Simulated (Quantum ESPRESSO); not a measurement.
**Kohn-Sham bands of MgSe (zinc blende)**

```yaml
crystal:
  lattice:
    - [0.00000, 2.96893, 2.96893]
    - [2.96893, 0.00000, 2.96893]
    - [2.96893, 2.96893, 0.00000]
  atoms:
    - { symbol: Mg, position: [0.00000, 0.00000, 0.00000] }
    - { symbol: Se, position: [0.75000, 0.75000, 0.75000] }
```

Structure: Materials Project mp-13031, symmetrised, not relaxed again. Not found in the COD (Crystallography Open Database) copy used, which has the formula in other groups; not checked further. Computed values, not measurements, from LDA: Quantum ESPRESSO (norm-conserving PseudoDojo potentials, cutoff 69 Ry, no spin polarisation, no spin-orbit coupling) on a Γ-centred 10×10×10 mesh, then Wannier90. Density: 10×10×10 mesh, cold smearing 0.01 Ry. Spin-orbit coupling, left out, would split the p-like bands by a few tenths of an eV.

Energies are relative to the valence-band maximum; weights are on the orthonormalised atomic waves of the pseudopotential files, averaged over the group. 26 electrons a cell are treated as valence.

Question: Into which isolated groups do the bands fall, where do they lie and what are they made of?

Answer: 
| bands | from (eV) | to (eV) | filling | weight on atomic waves |
|---|---|---|---|---|
| 1 | -73.74 | -73.74 | filled | Mg 2s 100 % |
| 2–6 | -45.80 | -45.79 | filled | Se 3d 100 % |
| 7–9 | -41.15 | -41.14 | filled | Mg 2p 100 % |
| 10 | -11.70 | -10.95 | filled | Se 4s 90 %, Mg 3s 9 % |
| 11–13 | -3.27 | 0.00 | filled | Se 4p 89 %, Mg 3s 8 % |

The Kohn-Sham gap over both meshes and the path is 2.39 eV.
